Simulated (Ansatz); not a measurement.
Consider the following.

ZnAg:
Space group P4/mmm (No. 123); a = b = 3.0546 Å, c = 3.3216 Å, α = β = γ = 90.00°

```
atom  site  symmetry       x       y       z
----  ----  --------  ------  ------  ------
Zn      1d     4/mmm  0.5000  0.5000  0.5000
Ag      1a     4/mmm  0.0000  0.0000  0.0000
```

This is the r²SCAN-relaxed structure.

### Question
All from r²SCAN (plane waves, PAW; program Ansatz), unless another level is named. Predict the highest zone-centre frequency.

### Answer
163 cm⁻¹.

### Question
Give the bulk modulus (Birch–Murnaghan fit).

### Answer
107 GPa.

The workflow started from a Materials Project entry (that database holds measured and hypothetical structures alike); the Crystallography Open Database copy checked does not list it. COD files the formula under space group No. 221. Whether it is the stable phase at ambient conditions was not checked. The cell keeps a stress of up to 0.2 GPa. Symmetry was held in the r²SCAN relaxation; its stability against distortions is not shown here. The run is not spin-polarised. As this level gives no gap, phonon frequencies hold no LO–TO term and depend on the k-mesh and smearing (Fermi–Dirac, 0.1 eV here). Axis ratios of metals converge slowly with the k-mesh, so a and c are less sure than the volume.

Potentials: the later of the program's two PAW sets.
